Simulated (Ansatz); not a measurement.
GeBr4: a run for the field gradients

```yaml
crystal:
  lattice:
    - [11.1723, 0.0, 0.0]
    - [0.0, 11.1723, 0.0]
    - [0.0, 0.0, 11.1723]
  atoms:
    - { symbol: GEx, position: [0.13098, 0.13098, 0.13098] }
    - { symbol: Ge, position: [0.36902, 0.86902, 0.63098] }
    - { symbol: Ge, position: [0.63098, 0.36902, 0.86902] }
    - { symbol: Ge, position: [0.86902, 0.63098, 0.36902] }
    - { symbol: Ge, position: [0.86902, 0.86902, 0.86902] }
    - { symbol: Ge, position: [0.63098, 0.13098, 0.36902] }
    - { symbol: Ge, position: [0.36902, 0.63098, 0.13098] }
    - { symbol: Ge, position: [0.13098, 0.36902, 0.63098] }
    - { symbol: Br, position: [0.24787, 0.24787, 0.24787] }
    - { symbol: Br, position: [0.25213, 0.75213, 0.74787] }
    - { symbol: Br, position: [0.74787, 0.25213, 0.75213] }
    - { symbol: Br, position: [0.75213, 0.74787, 0.25213] }
    - { symbol: Br, position: [0.75213, 0.75213, 0.75213] }
    - { symbol: Br, position: [0.74787, 0.24787, 0.25213] }
    - { symbol: Br, position: [0.25213, 0.74787, 0.24787] }
    - { symbol: Br, position: [0.24787, 0.25213, 0.74787] }
    - { symbol: Br, position: [0.02029, 0.00838, 0.24865] }
    - { symbol: Br, position: [0.47971, 0.99162, 0.74865] }
    - { symbol: Br, position: [0.52029, 0.49162, 0.75135] }
    - { symbol: Br, position: [0.97971, 0.50838, 0.25135] }
    - { symbol: Br, position: [0.24865, 0.02029, 0.00838] }
    - { symbol: Br, position: [0.74865, 0.47971, 0.99162] }
    - { symbol: Br, position: [0.75135, 0.52029, 0.49162] }
    - { symbol: Br, position: [0.25135, 0.97971, 0.50838] }
    - { symbol: Br, position: [0.00838, 0.24865, 0.02029] }
    - { symbol: Br, position: [0.99162, 0.74865, 0.47971] }
    - { symbol: Br, position: [0.49162, 0.75135, 0.52029] }
    - { symbol: Br, position: [0.50838, 0.25135, 0.97971] }
    - { symbol: Br, position: [0.97971, 0.99162, 0.75135] }
    - { symbol: Br, position: [0.52029, 0.00838, 0.25135] }
    - { symbol: Br, position: [0.47971, 0.50838, 0.24865] }
    - { symbol: Br, position: [0.02029, 0.49162, 0.74865] }
    - { symbol: Br, position: [0.75135, 0.97971, 0.99162] }
    - { symbol: Br, position: [0.25135, 0.52029, 0.00838] }
    - { symbol: Br, position: [0.24865, 0.47971, 0.50838] }
    - { symbol: Br, position: [0.74865, 0.02029, 0.49162] }
    - { symbol: Br, position: [0.99162, 0.75135, 0.97971] }
    - { symbol: Br, position: [0.00838, 0.25135, 0.52029] }
    - { symbol: Br, position: [0.50838, 0.24865, 0.47971] }
    - { symbol: Br, position: [0.49162, 0.74865, 0.02029] }
kpoints:
  mp_grid: { grid: [3, 3, 3] }
scf:
  occupations: { method: fermi_dirac, width: 0.02 }
  max_iter: 80
hamiltonian:
  xc: pbe
  pseudopotentials: { kind: paw }
output:
  forces: true
  stress: true
  populations: true
  efg:
    quadrupole_moments_barn: { Ge: -0.196, Br: 0.2579 }
    contact_densities: true
```

```sh
ansatz run input.yaml --threads 1 --pin off --max-ram 3072MiB --backend cpu --events-out ev --progress --plain --runs-dir out
```

Question: What happens when this input is run?

Answer: The input was rejected before any iteration. The input holds an unknown element. The program says:

```
Error: YAML parse error: error: line 7 column 17: `GEx` is not an element symbol (H … Og, case-exact)
 --> <input>:7:17
  |
5 |     - [0.0, 0.0, 11.1723]
6 |   atoms:
7 |     - { symbol: GEx, position: [0.13098, 0.13098, 0.13098] }
  |                 ^ `GEx` is not an element symbol (H … Og, case-exact)
8 |     - { symbol: Ge, position: [0.36902, 0.86902, 0.63098] }
9 |     - { symbol: Ge, position: [0.63098, 0.36902, 0.86902] }
  |
```

Against a sound input the change was `crystal.atoms[0].symbol`: Ge → GEx; `scf.max_iter`: not typed → 80.

With the sound settings the run converges and gives V_zz (10²¹ V/m²) Ge -0.19 (η 0.00), Br9 58.2 (η 0.00), Br17 57.7 (η 0.01); a site carries the number of its first atom in the input. The largest force is 0.6 eV/Å, so the atoms aren't at the calculated equilibrium and relaxing them would move these values.
